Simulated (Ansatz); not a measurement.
CdSe (zinc blende)

```yaml
crystal:
  lattice:
    - [0.00000, 3.09814, 3.09814]
    - [3.09814, 0.00000, 3.09814]
    - [3.09814, 3.09814, 0.00000]
  atoms:
    - { symbol: Se, position: [0.75000, 0.75000, 0.75000] }
    - { symbol: Cd, position: [0.00000, 0.00000, 0.00000] }
```

This relaxed cell (volume V₀) is scaled evenly in all directions, its shape held. Symmetry pins the atoms to their sites.

These are PBE (plane waves to 420 eV, PAW, scalar-relativistic; Ansatz, a first-principles code) values and carry that method's errors. k mesh 9×9×9 (Γ-centred), Fermi-Dirac smearing 0.05 eV. Energies are smeared free energies. Stress and pressure are positive under compression. CdSe was relaxed with its symmetry unable to fall. The zero of ΔE is the relaxed starting cell.

```tsv
V (Å³/atom)	ΔE (meV/atom)
24.979	147.5
25.772	96.5
26.565	58.3
27.358	31.0
28.151	13.0
28.944	3.1
29.737	0.0
30.530	2.8
31.323	10.8
32.116	23.0
32.909	39.1
33.702	58.3
34.495	withheld
```

### Question
Fit a third-order Birch-Murnaghan form (E₀, V₀, B₀, B₀′ free) to the given rows and predict ΔE at V = 34.495.

### Answer
Least squares on the 12 given rows: ΔE = E₀ + (9V₀B₀/16)·y²·[2 + (B₀′ − 4)y], y = (V₀/V)^(2/3) − 1, with V₀ = 29.733 Å³/atom, B₀ = 44.71 GPa (160.2 GPa = 1 eV/Å³; the term in eV is multiplied by 1000), B₀′ = 4.68, E₀ = 0.00 meV/atom; root-mean-square residual 0.03 meV/atom. At 34.495 the fit gives 80.3 meV/atom; the calculation gives 80.3 meV/atom, the same to the digits shown. For the pressure the fit gives -4.7 GPa against the computed -4.7 GPa.

(A scan under strain: stresses follow from slopes of the energy per volume, elastic moduli from its curvatures.)
